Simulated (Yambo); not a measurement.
Yambo run on KBr (rock salt, space group Fm-3m, No. 225). The wavefunctions come from this Quantum ESPRESSO step (PBEsol, PseudoDojo standard norm-conserving files, scalar-relativistic):

```
&CONTROL
  calculation = 'nscf'
  pseudo_dir = './pseudo'
  outdir = './out'
/
&SYSTEM
  ibrav = 0
  nat = 2
  ntyp = 2
  ecutwfc = 74.0
  ecutrho = 296.0
  occupations = 'fixed'
  force_symmorphic = .true.
  nbnd = 127
/
&ELECTRONS
  conv_thr = 2e-09
  diago_full_acc = .true.
  diago_thr_init = 1e-08
/
ATOMIC_SPECIES
K 39.0983 K.upf
Br 79.9040 Br.upf
CELL_PARAMETERS angstrom
  0.000000000000   3.274333585000   3.274333585000
  3.274333585000   0.000000000000   3.274333585000
  3.274333585000   3.274333585000   0.000000000000
ATOMIC_POSITIONS crystal
K   0.000000000000   0.000000000000   0.000000000000
Br   0.500000000000   0.500000000000   0.500000000000
K_POINTS automatic
4 4 4 0 0 0
```

Yambo input:

```
rim_cut
gw0
dyson
el_el_corr
HF_and_locXC
ppa
em1d
RandQpts= 1000000
RandGvec= 1 Ry
EXXRLvcs= 74 Ry
VXCRLvcs= 296 Ry
Chimod= "HARTREE"
% BndsRnXp
 1 | 125 |
%
NGsBlkXp= 8 Ry
% LongDrXp
 1.0 | 1.0 | 1.0 |
%
PPAPntXp= 27.2114 eV
% GbndRnge
 1 | 125 |
%
GTermKind= "BG"
DysSolver= "n"
ExtendOut
% QPkrange
 1 | 1 | 8 | 9 |
 3 | 3 | 8 | 9 |
%
```

k points by index: 1 = Γ, 3 = L.

The o-*.qp file then holds:

```
#    K-point    Band    Eo [eV]    E [eV]    E-Eo [eV]    Vxc [eV]    Vnlxc [eV]    Sc|Eo [eV]    Sc|E [eV]    dSc/dw|Eo [eV]    Re(Z)    Im(Z)
#
    1    8    0.000000    -1.903184    -1.903184    -12.67653    -16.55540    1.569094    1.975693    -5.813126    0.823973    -0.001286
    1    9    4.339876    5.052074    0.712198    -6.955208    -3.218055    -2.919425    -3.024956    -4.031564    0.870960    -0.946879E-3
    3    8    -0.360461    -2.302946    -1.942485    -12.24625    -16.20000    1.594571    2.011274    -5.837022    0.823378    -0.001321
    3    9    6.485733    7.228089    0.742356    -6.855544    -3.054320    -2.946867    -3.058868    -4.104882    0.868921    -0.001029
```
(The two width columns are left out.) Convergence of these settings isn't established.

Spin-orbit coupling is not included.

Geometry relaxed with PBEsol.
